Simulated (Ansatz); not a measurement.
LiCl (rock salt), relaxed with HSE06 (Ansatz, a quantum-chemistry and plane-wave program, plane waves, PAW): a = 5.114 Å, b = 5.114 Å, c = 5.114 Å, α = 90.00°, β = 90.00°, γ = 90.00°.

| Property | Value |
|---|---|
| gap (eV) | 7.78 |
| B₀ by P(V) fit (GPa) | 33.5 |

Q: The same phase is relaxed and computed with LDA in the same code. What are the cell and these values now?

A: a = b = c = 4.964 Å, α = β = γ = 90.00°.

* **gap (eV)**: 6.48
* **B₀ by P(V) fit (GPa)**: 40.8

All cells were relaxed under the symmetry of their starts (and spin orders); stability against distortions was not tested throughout.

Potentials: the later of the program's two PAW sets.

Ansatz is a plane-wave DFT program.
